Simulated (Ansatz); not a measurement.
CaO (rock salt, Fm-3m), a = 4.7671 Å, b = 4.7671 Å, c = 4.7671 Å, α = 90.00°, β = 90.00°, γ = 90.00°; the cell used has 2 atoms.

Relaxed with PBEsol.

Decompose the optical modes at the zone centre into irreducible representations, and say which are infrared and Raman allowed.

Point group m-3m: Γ_opt = T1u. Infrared: T1u. Raman: none.

Assign frequencies (DFPT, PBEsol in the plane-wave PAW code Ansatz; without the LO–TO term).

T1u 273 cm⁻¹.

The PBEsol relaxation kept the symmetry of its start; phonons on a q-mesh show no instability.

Potentials: the later of the program's two PAW sets.
